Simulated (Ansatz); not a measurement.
Be (fcc (Cu type), Fm-3m) at seven volumes, DFT-PBE in the program Ansatz with PAW potentials, scaled uniformly. One row is withheld.

```csv
V (Å³/atom),P (GPa)
7.164,13.27
7.400,?
7.636,3.89
7.872,0.00
8.108,-3.40
8.344,-6.36
8.581,-8.98
```

Problem. Fit the shown pressures and predict the withheld one.

Solution. P = (3/2)B₀(x^(7/2) − x^(5/2))[1 + (3/4)(B′ − 4)(x − 1)] with x = (V₀/V)^(2/3). Least squares on the six rows gives V₀ = 7.873 Å³/atom, B₀ = 121 GPa, B′ = 3.32. At V = 7.400, x = 1.0422 and P = 8.30 GPa. The run itself gave 8.26 GPa.

The start of the workflow was typed in or built on a structure type; neither database checked (COD, Materials Project) lists it. It is not the phase usual at ambient conditions (space group No. 194). The cell was relaxed with PBE under the symmetry of its start; whether a distortion lowers the energy is not shown.

Potentials: the earlier of the program's two PAW sets.
